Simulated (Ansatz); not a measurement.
Fields on a plane of CdI2 (CdI2 type)

```yaml
crystal:
  lattice:
    - [4.24233, 0.00000, 0.00000]
    - [-2.12117, 3.67397, 0.00000]
    - [0.00000, 0.00000, 6.82427]
  atoms:
    - { symbol: Cd, position: [0.00000, 0.00000, 0.00000] }
    - { symbol: I, position: [0.33333, 0.66667, 0.25349] }
    - { symbol: I, position: [0.66667, 0.33333, 0.74651] }
```

The slice is a (1 -1 0 0) plane (indices of the conventional cell) through the point (0.667, 0.333, 0.747) (fractional), spanned by u = [110] and v = [001] in vectors of this cell: u (4.24 Å) and v (6.82 Å, at 90° to u). It covers one period; positions are fractions (u, v).

Atoms on it: I at (0.00, 0.00).

Level of theory: PBE-D3(BJ) (plane waves to 420 eV, PAW, scalar-relativistic; Ansatz, a quantum-chemistry and plane-wave program). k mesh 9×9×5. These are valence fields of a PAW run, semicore shells included where kept as valence: close to a nucleus they are smooth pseudo fields. CdI2 was relaxed with its symmetry unable to fall. Spin-orbit coupling is left out, though I is heavy.

```tsv
v \ u	0.00	0.13	0.27	0.40	0.53	0.67	0.80	0.93
0.88	0.0	-0.2	-0.7	-1.4	-1.6	-1.1	-0.4	0.0
0.75	-1.1	-1.3	-1.5	-1.6	-1.6	-1.6	-1.4	-1.2
0.62	-1.9	-1.6	-1.2	-0.9	-0.8	-1.0	-1.5	-1.8
0.50	-1.7	-1.5	-0.9	-0.5	-0.4	-0.7	-1.2	-1.7
0.38	-1.8	-1.5	-1.0	-0.7	-0.6	-0.8	-1.3	-1.7
0.25	-1.0	-1.1	-1.0	-0.8	-0.7	-0.9	-1.1	-1.1
0.12	0.0	-0.2	-0.6	-1.0	-1.1	-0.8	-0.4	-0.1
0.00	1.3	0.7	-0.3	-1.0	-1.3	-0.7	0.0	1.2
```

Values: log₁₀ of the valence density in e/Å³. The scale is logarithmic, as a density can span decades between atoms and voids.

```
v \ u  0.00  0.13  0.27  0.40  0.53  0.67  0.80  0.93
-----  ----  ----  ----  ----  ----  ----  ----  ----
0.88   0.66  0.71  0.75  0.15  0.03  0.53  0.76  0.68
0.75   0.49  0.28  0.04  0.04  0.06  0.03  0.11  0.44
0.62   0.01  0.03  0.32  0.68  0.73  0.56  0.11  0.01
0.50   0.01  0.07  0.53  0.74  0.74  0.69  0.26  0.02
0.38   0.01  0.04  0.22  0.37  0.39  0.31  0.11  0.02
0.25   0.35  0.22  0.11  0.13  0.13  0.11  0.14  0.31
0.12   0.58  0.64  0.65  0.15  0.11  0.35  0.71  0.60
0.00      x  0.41  0.70  0.33  0.07  0.69  0.62     x
```

Values: electron localisation function (ELF). Points within 0.5 Å of a nucleus are blanked (x), as the pseudised field means little there.
